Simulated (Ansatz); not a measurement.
According to the program Ansatz at the PBEsol level (PAW), InBiN₂ in the trigonal phase (P3m1; Bi on 1b, N on 1b, In on 1c, N on 1c) relaxes to a = 3.607 Å, c = 6.353 Å. In has 4 nearest neighbours from 2.17 Å (tetrahedral); N on 1c has 4 nearest neighbours from 2.19 Å (tetrahedral). Its formation energy from the elements is 464 meV/atom, with no fitted shifts.

Electronic character: metallic (no gap). Gap from PBEsol with spin–orbit coupling: none (metallic).

An equation-of-state fit gives a bulk modulus of 980 kbar. The highest mode at Γ lies at 520 cm⁻¹.

The start of the workflow was typed in or built on a structure type; neither database checked (COD, Materials Project) lists it. Its standing as an ambient phase is unchecked. Symmetry was held in the PBEsol relaxation; its stability against distortions is not shown here. The volume moved by 26 % from the start of the relaxation. Its formation energy is positive at this level, so the cell may be metastable or incomplete. As this level gives no gap, phonon frequencies hold no LO–TO term and depend on the k-mesh and smearing (Fermi–Dirac, 0.1 eV here). The references are the lowest solids computed at this level, not always the standard phases (solids in place of the gases). Spin–orbit coupling is left out wherever it is not named.

Potentials: the earlier of the program's two PAW sets. The files were generated under PBE; for other functionals the program regenerates the frozen cores, and for LDA and PBEsol the local potential too.
